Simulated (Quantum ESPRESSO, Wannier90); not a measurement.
**Wannierisation of CuRhO$_{2}$ (R-3m)**

```xyz
4
Lattice="-1.5430 2.6725 0.0000 -3.0859 0.0000 0.0000 -1.5430 0.8908 5.6884" Properties=species:S:1:pos:R:3 pbc="T T T"
Cu     0.0000     0.0000     0.0000
Rh    -3.0859     1.7817     2.8442
O      0.0000     0.0000    -1.8288
O      0.0000     0.0000     1.8288
```

Materials Project entry mp-14116; symmetrised, unrelaxed at this level. COD (Crystallography Open Database) has an entry of this formula and space group (matched by these alone). Computed values, not measurements, from PBEsol: Quantum ESPRESSO (norm-conserving PseudoDojo potentials, cutoff 74 Ry, spinors with spin-orbit coupling) on a Γ-centred 6×6×6 mesh, then Wannier90. Density: 12×12×12 mesh, Gaussian smearing 0.01 Ry. A non-magnetic state is assumed, with no Hubbard U; filled 3d bands tend to lie too high at this level.

Bands 17-20 form an isolated set from -20.17 to -18.76 eV relative to the valence-band maximum (on the path) and are turned into 4 Wannier functions by minimising the spread from the start: atomic waves O 2s.

Where do the functions sit, how wide are they and what are they made of?


```csv
functions,spread (Å²),"nearest atom, distance (Å)","second atom, distance (Å)",weight on atomic waves
4,0.59,O 0.02,Cu 1.85,"O 2s 85 %, Rh 4d 5 %, Rh 5s 5 %"
```

Ω_I = 2.36 Å², Ω_total = 2.36 Å²; the interpolated bands follow pw.x to 0.0 meV rms on the path. Only this start was tried; a symmetric start can stop on a saddle, and mixtures of these functions could lower the total by at most Ω_total − Ω_I.
